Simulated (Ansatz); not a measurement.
Method: Ansatz, DFT PBE, scalar-relativistic, plane waves, PAW. The final run on the 12-atom cell used 420 eV, a Γ-centred 12×12×2 mesh, 0.02 eV smearing and no spin polarisation.

Formation energies are uncorrected and count from the elements' standard states at the same level.

Task: Suggest a trial structure for a hexagonal semiconductor that holds Cd and 2 more elements, with a gap near 1.2 eV, a formation energy near −0.68 eV/atom and about 24 Å³ per atom, in a cell of 12 atoms.

Result: ZnCd₂S₃, space group P6_3mc (No. 186). Zn is surrounded by 4 S at 2.35–2.45 Å; Cd on its first site is surrounded by 4 S at 2.53–2.55 Å; Cd on its second site is surrounded by 4 S at 2.54–2.56 Å; S on its first site is surrounded by 1 Zn at 2.35 Å and 3 Cd at 2.53 Å; 2 more sites not described.

```cif
data_structure
_symmetry_space_group_name_H-M 'P6_3mc'
_symmetry_Int_Tables_number 186
_cell_length_a 4.0674
_cell_length_b 4.0674
_cell_length_c 20.1248
_cell_angle_alpha 90.000
_cell_angle_beta 90.000
_cell_angle_gamma 120.000
_cell_volume 288.34
loop_
_atom_site_label
_atom_site_type_symbol
_atom_site_symmetry_multiplicity
_atom_site_Wyckoff_symbol
_atom_site_fract_x
_atom_site_fract_y
_atom_site_fract_z
_atom_site_occupancy
Zn1 Zn 2 a 0.00000 0.00000 0.99998 1
Cd1 Cd 2 b 0.33333 0.66667 0.16385 1
Cd2 Cd 2 b 0.66667 0.33333 0.33823 1
S1 S 2 a 0.00000 0.00000 0.11690 1
S2 S 2 b 0.33333 0.66667 0.29058 1
S3 S 2 b 0.66667 0.33333 0.46546 1
```

The volume per atom is 24.03 Å³. The density is 4.45 g/cm³. The energy over the elements is −0.685 eV/atom and the gap on the 12×12×2 mesh of the 12-atom cell is 1.18 eV.

The cell was found from a structure generator's guess, not taken from experiment. Other answers may fit too; this one was computed.

Kohn–Sham gaps at this level usually fall short of measured ones. The reference form of S is held partly by dispersion forces, which this level lacks. A later test with randomly moved atoms came back to the same energy, though modes that don't fit the test's cell weren't probed.
